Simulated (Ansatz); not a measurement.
C (diamond) at its r2SCAN geometry: many-body runs in Ansatz on a coarse mesh, with settings drawn wide and some wrong on purpose. No gap below is converged. (Simulation; spin polarisation is off.)

The first input:
```yaml
crystal:
  lattice:
    - [0.0, 1.7801241426, 1.7801241426]
    - [1.7801241426, 0.0, 1.7801241426]
    - [1.7801241426, 1.7801241426, 0.0]
  atoms:
    - { symbol: C, position: [0.0, 0.0, 0.0] }
    - { symbol: C, position: [0.25, 0.25, 0.25] }
kpoints:
  mp_grid: { grid: [4, 4, 4] }
hamiltonian:
  xc: pbe
scf:
  occupations: { method: fixed }
gw:
  n_empty_bands: 120
  ecut_chi: 150
  qp_bands: [v1, c1]
  qp_kpoints: band_edges
  screening: { model: contour_deformation }
```

**Question.** How does it end?

**Answer.** It runs. The PBE gap over the mesh, 4.45 eV, becomes 5.80 eV, with 124 bands summed and 59 plane waves in the screening.
```
--- G₀W₀: contour deformation, 6 samples at zero and on the imaginary axis and 1 off it, 64 q-points, 120 empty bands' worth ---
    ik  band        ε_KS         Σx   Σc(E_QP)       V_xc       Z   E_QP_lin       E_QP  E_QP is
     0     4     13.4478   -20.5235     2.0022   -17.7941  0.8241    12.7185    12.7207  root
     0     5     19.0487    -9.9943    -5.4890   -16.3976  0.8244    19.9672    19.9631  root
     1     4     11.6861   -20.6466     2.4257   -17.4041  0.8197    10.8662    10.8694  root
     1     5     21.2606    -9.5884    -6.0438   -16.6287  0.8178    22.2636    22.2571  root
     2     4     10.6236   -21.0476     2.8254   -17.3176  0.8156     9.7147     9.7191  root
     2     5     21.9286    -8.8185    -6.1898   -15.9688  0.8195    22.8944    22.8890  root
     3     4      9.2936   -20.8127     3.0567   -16.7935  0.8116     8.3256     8.3311  root
     3     5     17.8992    -9.7617    -5.2448   -15.6303  0.8312    18.5248    18.5230  root
     6     4      7.1008   -21.4232     3.8063   -16.5147  0.8017     5.9875     5.9986  root
     6     5     18.2109    -8.7894    -5.3226   -14.5351  0.8370    18.6349    18.6341  root
```
The points are ik 0 = (0, 0, 0) (Γ), ik 1 = (0, 0, 1/4), ik 2 = (0, 0, -1/2), ik 3 = (0, 1/4, 1/4), ik 6 = (0, -1/2, -1/2); band 4 is the last filled one.

**Question.** And with these blocks in place of the first input's?
```yaml
gw:
  n_empty_bands: 60
  ecut_chi: 80
  qp_bands: [v1, c1]
  qp_kpoints: band_edges
  screening: { model: contour_deformation }
  static_remainder: true
```

**Answer.** The input is refused before any iteration.
```
Error: gw.static_remainder: true with hamiltonian.pseudopotentials.kind: paw|paw_fr|all_electron — the remainder's closure is formed of plane waves alone, without the terms of the atoms; leave out gw.static_remainder, or use kind: nc
```

**Question.** And with these blocks in place of the first input's?
```yaml
gw:
  n_empty_bands: 30
  ecut_chi: 40
  qp_bands: [v1, c1]
  qp_kpoints: band_edges
  screening: { model: contour_deformation }
```

**Answer.** It runs. The PBE gap over the mesh, 4.45 eV, becomes 5.32 eV, with 34 bands summed and 9 plane waves in the screening.
```
--- G₀W₀: contour deformation, 6 samples at zero and on the imaginary axis and 1 off it, 64 q-points, 30 empty bands' worth ---
    ik  band        ε_KS         Σx   Σc(E_QP)       V_xc       Z   E_QP_lin       E_QP  E_QP is
     0     4     13.4478   -20.5235     2.9680   -17.7941  0.8381    13.6862    13.6865  root
     0     5     19.0487    -9.9943    -4.7999   -16.3976  0.8377    20.6655    20.6522  root
     1     4     11.6861   -20.6466     3.3203   -17.4041  0.8324    11.7639    11.7640  root
     1     5     21.2606    -9.5884    -5.2898   -16.6287  0.8318    23.0301    23.0111  root
     2     4     10.6236   -21.0476     3.6998   -17.3176  0.8278    10.5934    10.5934  root
     2     5     21.9286    -8.8185    -5.5052   -15.9688  0.8317    23.5918    23.5736  root
     3     4      9.2936   -20.8127     3.8596   -16.7935  0.8224     9.1338     9.1340  root
     3     5     17.8992    -9.7617    -4.7300   -15.6303  0.8422    19.0440    19.0378  root
     6     4      7.1008   -21.4232     4.5617   -16.5147  0.8105     6.7529     6.7540  root
     6     5     18.2109    -8.7894    -4.9464   -14.5351  0.8449    19.0134    19.0103  root
```
The points are ik 0 = (0, 0, 0) (Γ), ik 1 = (0, 0, 1/4), ik 2 = (0, 0, -1/2), ik 3 = (0, 1/4, 1/4), ik 6 = (0, -1/2, -1/2); band 4 is the last filled one.

**Question.** And with these blocks in place of the first input's?
```yaml
hamiltonian:
  xc: hse06
gw:
  n_empty_bands: 2
  ecut_chi: 80
  qp_bands: [v1, c1]
  qp_kpoints: band_edges
  screening: { model: contour_deformation }
```

**Answer.** The ground state converges, and G0W0 is refused.
```
Error: G₀W₀ refused: the quasiparticle rows reach c1, inside the degenerate multiplet of c1 to c3 at k-index 0, which gw.n_empty_bands = 2 cuts: a row's own level would stand in its own sum at a weight under one; raise gw.n_empty_bands to 3 or more, or end gw.qp_bands at v1 or below
```
